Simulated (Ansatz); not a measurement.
The cell is Ga4Sb3P, ordered on the zincblende lattice (Cm) with 8 atoms a cell; cell and atoms were relaxed with r2SCAN. The symmetry is Cm (No. 8, monoclinic); a = 13.962 Å, b = 4.222 Å, c = 7.303 Å, β = 100.1° in the conventional setting, 26.49 Å³ an atom. P is surrounded by 4 Ga at 2.37–2.48 Å; Sb is surrounded by 4 Ga at 2.63–2.70 Å; Sb is surrounded by 4 Ga at 2.60–2.66 Å; Sb is surrounded by 4 Ga at 2.61–2.65 Å; Ga is surrounded by 2 P at 2.48 Å and 2 Sb at 2.65–2.70 Å; Ga is surrounded by 1 P at 2.41 Å and 3 Sb at 2.65–2.66 Å; Ga is surrounded by 1 P at 2.37 Å and 3 Sb at 2.62–2.63 Å; Ga is surrounded by 4 Sb at 2.60–2.63 Å.

```cif
data_structure
_symmetry_space_group_name_H-M 'P 1'
_symmetry_Int_Tables_number 1
_cell_length_a 7.2929
_cell_length_b 7.2929
_cell_length_c 7.3032
_cell_angle_alpha 99.649
_cell_angle_beta 99.649
_cell_angle_gamma 33.649
_cell_volume 211.91
loop_
_atom_site_label
_atom_site_type_symbol
_atom_site_fract_x
_atom_site_fract_y
_atom_site_fract_z
_atom_site_occupancy
P1 P 0.99918 0.99918 0.99938 1
Sb1 Sb 0.50094 0.50094 0.49969 1
Sb2 Sb 0.74799 0.74799 0.24139 1
Sb3 Sb 0.25189 0.25189 0.76022 1
Ga1 Ga 0.44434 0.44434 0.83526 1
Ga2 Ga 0.94130 0.94130 0.29083 1
Ga3 Ga 0.17185 0.17185 0.06005 1
Ga4 Ga 0.69250 0.69250 0.56317 1
```

3 runs of Ansatz 0.2.0 on this cell differ in the functional (and in the settings that go with it). Levels are in eV from each run's valence top; v1 is the last filled band, c1 the first empty one.

Run A, mean stress +0.2 GPa (compression positive):
```tsv
point	v4	v3	v2	v1	c1	c2
Γ	-1.23	-0.27	-0.07	0.00	0.47	1.54
C	-3.09	-2.46	-2.15	-1.59	2.16	2.36
Y₂	-1.22	-0.77	-0.53	-0.53	0.70	1.40
```

Run B, mean stress +2.1 GPa (compression positive):
```tsv
point	v4	v3	v2	v1	c1	c2
Γ	-1.13	-0.31	-0.15	-0.07	0.01	0.77
C	-2.88	-2.27	-1.99	-1.48	1.57	1.76
Y₂	-1.14	-0.71	-0.51	-0.50	0.11	0.73
```

Run C, mean stress 0.0 GPa (compression positive):
```tsv
point	v4	v3	v2	v1	c1	c2
Γ	-1.20	-0.29	-0.08	0.00	0.11	1.14
C	-2.98	-2.38	-2.10	-1.56	1.80	2.00
Y₂	-1.22	-0.76	-0.53	-0.53	0.33	1.02
```

Q: Match the runs to PBE, r2SCAN, HSE06.

A: A is HSE06, B is PBE, C is r2SCAN. In order of the gap: PBE 0, r2SCAN 0.11, HSE06 0.47 eV.

No spin polarisation. The prototype was imposed, so other structures may be more stable.

Spin-orbit coupling is left out, which matters wherever the heavy atoms make up the band edges.

The stress of a hybrid is loosely converged in these runs.

Gaps or overlaps of about a tenth of an eV are at the limit of these meshes: between the points read a gap can be smaller or closed.

The meshes of the hybrids are coarse, so their gaps aren't converged to the digits shown.
